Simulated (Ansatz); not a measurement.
**Sensitivity of the gradients in MgNb4VO12 to the input**

Cell: a computed structure from the Materials Project (it need not be an observed phase), taken as it stands.

```
Mg Nb V O
1.0
     5.28174    0.00000    0.00000
    -0.00877    5.65412    0.00000
    -0.10326   -0.59091    7.74662
Mg Nb V O
1 4 1 12
Direct
  0.49963 0.86972 0.29525
  0.00308 0.00197 0.02018
  0.50112 0.45120 0.49498
  0.00809 0.99007 0.51713
  0.50467 0.48279 0.99047
  0.00081 0.59716 0.70753
  0.28701 0.76015 0.56034
  0.13072 0.96608 0.27590
  0.30154 0.17638 0.98510
  0.17492 0.29218 0.58284
  0.79329 0.25783 0.06752
  0.40977 0.49722 0.26725
  0.63817 0.46154 0.76083
  0.19812 0.65344 0.94354
  0.78440 0.67396 0.47827
  0.69308 0.76799 0.08224
  0.91315 0.95750 0.76831
  0.67031 0.13941 0.44361
```

Atom numbers follow the list; atoms alike are taken as one site, whose name carries the number of the first.

Reference run. Computed with Ansatz: DFT, PBE, plane waves and PAW, scalar-relativistic, collinear spin, 420 eV cutoff, Γ-centred 6×6×5 k-points, Fermi–Dirac smearing 0.05 eV. Start moments as typed (μB): 3 on each V, none on the rest.

Q: The input is changed as follows: `scf.n_extra_bands`: not typed → 1; `scf.occupations.width`: 0.05 → not typed; `scf.occupations.method`: fermi_dirac → tetrahedron. What happens to V_zz (10²¹ V/m²) and η?

A: 

```csv
site,atom,V_zz reference,η reference,V_zz changed,η changed
Mg,1,2.07,0.42,2.07,0.42
Nb2,2,2.85,0.99,2.89,0.96
Nb3,3,-6.10,0.15,-6.13,0.16
Nb4,4,-5.01,0.89,-5.07,0.91
Nb5,5,5.94,0.32,5.97,0.31
V,6,1.95,0.44,2.15,0.42
O7,7,-3.98,0.15,-4.00,0.15
O13,13,-2.25,0.29,-2.23,0.27
O14,14,-3.11,0.56,-3.11,0.55
O15,15,-3.65,0.23,-3.63,0.24
O17,17,-2.85,0.23,-2.84,0.23
O18,18,2.53,0.98,2.56,0.96
```

The largest change of V_zz is on V, from 1.95 to 2.15. In per cent, |V_zz| changes by 0 on Mg, 0 to +1 on Nb, -1 to +1 on O (all sites that start above 2). The table leaves out 6 of the 18 sites, with |V_zz| up to 3.04; their tensors move by 0.03 at most along any direction. The statements above cover all sites. SCF iterations: 17 and 19. New warnings: band table not solved further, moment headroom below auto, stability check not made, tetrahedron derivatives may miss energy slope.

On the reference run: At this cell the PBE pressure is -5 GPa, so with PBE the cell would shrink if it were relaxed. The entry's cell may itself be off. The largest force is 0.5 eV/Å, so the atoms aren't at the calculated equilibrium and relaxing them would move these values. The run finds no gap above 0.1 eV (a metal, or nearly one), so the gradients can move by 10 % or more with the k-mesh. Without spin–orbit coupling (the program notes it for Nb) the gradients can shift somewhat, as the gap is small. Semilocal functionals can leave a metal where correlation in the d or f shell opens a gap in the real compound, and that would change the values at and beside Nb and V. All moments are parallel here, as the start or the cell imposes; many such compounds order antiparallel, where fields and spin densities carried over to other atoms largely cancel. The magnetic order is the one that the run reached from its start moments, not necessarily the measured one.
